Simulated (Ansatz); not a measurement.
Relaxed W3N4 (space group Pm-3m):

```
CELL_PARAMETERS angstrom
      8.43089     0.00000     0.00000
      4.21545     4.21545     0.00000
      4.21545     0.00000     4.21545
ATOMIC_POSITIONS crystal
  N  0.75000 0.50000 0.50000
  N  0.25000 0.50000 0.50000
  N  0.25000 0.00000 0.00000
  N  0.75000 0.00000 0.00000
  N  0.75000 0.50000 0.00000
  N  0.25000 0.50000 0.00000
  N  0.75000 0.00000 0.50000
  N  0.25000 0.00000 0.50000
  W  0.00000 0.50000 0.00000
  W  0.50000 0.50000 0.00000
  W  0.50000 0.50000 0.50000
  W  0.00000 0.50000 0.50000
  W  0.00000 0.00000 0.50000
  W  0.50000 0.00000 0.50000
```

The atoms are displaced by Q × the pattern below (from a DFPT mode at R = (0.5, 0.5, 0.5), largest move 1; Q in Å), at fixed cell. It is one choice among 3 degenerate patterns. (q is in reciprocal vectors of the primitive cell; the cell shown is doubled to hold the pattern.)

| atom | x | y | z |
|---|---|---|---|
| W9 | 0.000 | 1.000 | 0.000 |
| W10 | 0.000 | -1.000 | 0.000 |
| W13 | 0.000 | 0.000 | 1.000 |
| W14 | 0.000 | 0.000 | -1.000 |

Atoms not listed stay in place.

The numbers are results of PBE (plane waves to 420 eV, PAW, scalar-relativistic; Ansatz, a program for electronic structure), not measurements. k mesh 11×11×11 (Γ-centred), Fermi-Dirac smearing 0.05 eV. With partly filled bands, energies and forces of such displacements shift with the k mesh and the smearing. Spin-orbit coupling is left out, though W is heavy. W3N4 is run without spin polarisation. W3N4 was relaxed with its symmetry unable to fall. 

| Q (Å) | −dE/dQ from forces (eV/Å) |
|---|---|
| -0.100 | 9.622 |
| -0.083 | 7.826 |
| -0.067 | 6.103 |
| -0.050 | 4.430 |
| -0.033 | 2.803 |
| -0.017 | 1.272 |
| 0.000 | 0.000 |
| 0.017 | -1.272 |
| 0.033 | -2.803 |
| 0.050 | -4.430 |
| 0.067 | -6.103 |
| 0.083 | -7.826 |
| 0.100 | -9.622 |

**Question.** What harmonic wavenumber does the curvature at Q = 0 give?

**Answer.** 165 cm⁻¹. E″ = 73.72 eV/Å², M = Σ mᵢ|uᵢ|² = 735.4 u, ν̃ = 521.5·√(|E″|/M).

(A displaced cell: forces are minus the slopes of the energy, force constants its curvatures, and phonons follow from these.)
